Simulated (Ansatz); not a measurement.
The start is a relaxed PbSe cell, doubled along one cell vector, shaken by Gaussian noise of σ = 0.08 Å a coordinate. The cell and all atomic positions are relaxed at zero pressure with r2SCAN (plane waves to 500 eV, PAW, scalar-relativistic; Ansatz, a program for electronic structure). The first steps use a coarse 7×7×4 k-mesh.

The start:
```yaml
crystal:
  lattice:
    - [0.00000, 3.08880, 3.08880]
    - [3.08880, 0.00000, 3.08880]
    - [6.17761, 6.17761, 0.00000]
  atoms:
    - { symbol: Pb, position: [0.99273, 0.99520, 0.99515] }
    - { symbol: Pb, position: [0.00912, 0.02002, 0.50352] }
    - { symbol: Se, position: [0.48500, 0.52492, 0.26199] }
    - { symbol: Se, position: [0.49105, 0.50306, 0.74411] }
```

Task: How much energy is released per atom?

Result: 0.02 eV/atom.

Task: How do the shortest distances between atoms change?

Result: The closest pairs of elements (up to four, under 3.6 Å), start → end: Pb–Se 2.98 → 3.09 Å.

Final values are on a 9×9×9 k-mesh of the relaxed cell. No spin polarisation in the result.
